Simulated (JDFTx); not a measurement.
Au(100) slab cut from bulk Au (space group Fm-3m, indices of the conventional cell, lattice of the Materials Project entry mp-81, not re-optimised): 4 atoms in 4 planes, a 1x1 cell of 8.70 Å² (|a| = 2.950, |b| = 2.950 Å), 6.2 Å between the outermost planes, cell height 22.3 Å, 8×8×1 k mesh, Fermi smearing 0.01 Ha, no spin polarisation.

Level of theory: PBE, GBRV ultrasoft potentials, plane waves to 20/100 Ha; code: JDFTx (a modified build). Liquid: CANDLE, water, 1 M NaF. The neutral cell holds 44 valence electrons and has two faces of 8.700 Å² each. Last filling lines of the neutral and of a charged run (μ in hartree, zero in the bulk liquid):

```
FillingsUpdate:  mu: -0.176649085  nElectrons: 44.000000
FillingsUpdate:  mu: -0.189286002  nElectrons: 43.956600
```

Working it through: both potentials, by the convention U = −μ/e − 4.44 V vs SHE, the surface charge density and the mean capacitance.

U_pzc = 0.17665 × 27.2114 − 4.44 = 0.37 V; U = 0.18929 × 27.2114 − 4.44 = 0.71 V. The cell has -0.0434 excess electrons, a net charge of 0.0434 e, shared by two faces: σ = 0.0434 e / (2 × 8.700 Å²) = 0.00249 e/Å² = 4.0 μC/cm² (1 e/Å² = 1602.18 μC/cm²). C = σ/(U − U_pzc) = 4.0/0.34 ≈ 12 μF/cm².
